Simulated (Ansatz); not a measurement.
HfGeTe:
```yaml
crystal:
  lattice:
    - [3.87549, 0.00000, 0.00000]
    - [0.00000, 3.87549, 0.00000]
    - [0.00000, 0.00000, 8.56780]
  atoms:
    - { symbol: Hf, position: [0.00000, 0.50000, 0.24441] }
    - { symbol: Hf, position: [0.50000, 0.00000, 0.75559] }
    - { symbol: Te, position: [0.00000, 0.50000, 0.62339] }
    - { symbol: Te, position: [0.50000, 0.00000, 0.37661] }
    - { symbol: Ge, position: [0.00000, 0.00000, 0.00000] }
    - { symbol: Ge, position: [0.50000, 0.50000, 0.00000] }
```

Relaxed with r²SCAN.

Map the valence electron density (e/Å³), cut off at 3 on the plane through (0.000, 0.500, 0.244) spanned by u = [1, 0, 0] and v = [0, 0, 1] in lattice vectors, from DFT-r²SCAN in the program Ansatz with PAW potentials.

x is the fraction of u, y of v (the angle between them is 90°; rows are the nearest grid lines); atoms in the plane: Hf at (0.00, 0.00), Te at (0.00, 0.38), Ge at (0.50, 0.76).
```
|@@@@#.        .#@@@@|
|@@@@-.        .-@@@@|
|@@@=.          .=@@@|
|..     ......     ..|
|     ..:=**=:..     |
|     .-@@@@@@-.     |
|     .-@@@@@@-.     |
|      .-@@@@-.      |
|       ......       |
|                    |
|                    |
|                    |
|-::..          ..::-|
|@@@+:.        .:+@@@|
|@@@@-..      ..-@@@@|
|@@@@:.        .:@@@@|
|%*=:.          .:=*%|
|...              ...|
|.                  .|
|                    |
|..                ..|
|@@@=.          .=@@@|
|@@@@-.        .-@@@@|
|@@@@#.        .#@@@@|
```
Scale: ten equal steps from 0.046 (start of ' ') to 3.00 (end of '@'), in the order ' .:-=+*#%@'; x runs from 0.000 to 1.00, y from 0.000 (bottom) to 1.00 (top).

The density is the valence pseudo-density with augmentation charge, so density and ELF within about 1 Å of a nucleus are not all-electron values.

Space group P4/nmm. The workflow started from an entry of the Crystallography Open Database (COD). Its standing as an ambient phase is unchecked. The cell was relaxed with r²SCAN under the symmetry of its start; its stability against distortions is not shown here. The run is not spin-polarised. Scalar-relativistic: spin–orbit coupling is off unless named, which matters more the heavier the elements.

Potentials: the later of the program's two PAW sets.
